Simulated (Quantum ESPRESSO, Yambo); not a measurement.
**G0W0 results for CsBr at -1.5 % isotropic strain**

```cif
data_BrCs
_chemical_formula_sum 'Br1 Cs1'
_space_group_name_H-M_alt 'Pm-3m'
_space_group_IT_number 221
_space_group_name_Hall '-P 4 2 3'
_cell_length_a 4.17564
_cell_length_b 4.17564
_cell_length_c 4.17564
_cell_angle_alpha 90.000
_cell_angle_beta 90.000
_cell_angle_gamma 90.000
loop_
_atom_site_label
_atom_site_type_symbol
_atom_site_symmetry_multiplicity
_atom_site_Wyckoff_symbol
_atom_site_fract_x
_atom_site_fract_y
_atom_site_fract_z
_atom_site_occupancy
Br1 Br 1 b 0.50000 0.50000 0.50000 1
Cs1 Cs 1 a 0.00000 0.00000 0.00000 1
```

The PBEsol cell relaxed from Materials Project entry mp-22906 was given an isotropic strain of -1.5 % on all lattice vectors, and the atoms were relaxed again.

Starting point: norm-conserving PBEsol (Quantum ESPRESSO, 50 Ry, scalar-relativistic). G0W0 in Yambo: 4×4×4 Γ-centred k mesh, 177 bands and a 10 Ry block in the screening, 177 bands in G with the Bruneval-Gonze terminator, plasmon pole fitted at 27.2 eV.

* **PBEsol gap along the band path**: 4.63 eV
* **PBEsol gap between the mesh's edge points (Γ → Γ)**: 4.63 eV
* **G0W0 gap between the same points**: 6.94 eV

| k point | band | E PBEsol (eV) | E QP (eV) | shift (eV) | Z |
|---|---|---|---|---|---|
| Γ | VB | 0.00 | -1.66 | -1.66 | 0.82 |
| Γ | CB | 4.63 | 5.28 | 0.65 | 0.86 |
| M | VB | -0.05 | -1.71 | -1.66 | 0.82 |
| M | CB | 5.17 | 5.86 | 0.69 | 0.86 |
| R | VB | -1.43 | -3.22 | -1.79 | 0.81 |
| R | CB | 8.64 | 9.57 | 0.93 | 0.85 |

Energies count from the PBEsol valence-band maximum.

Convergence of the G0W0 settings was not tested.

Spin-orbit splittings are left out.
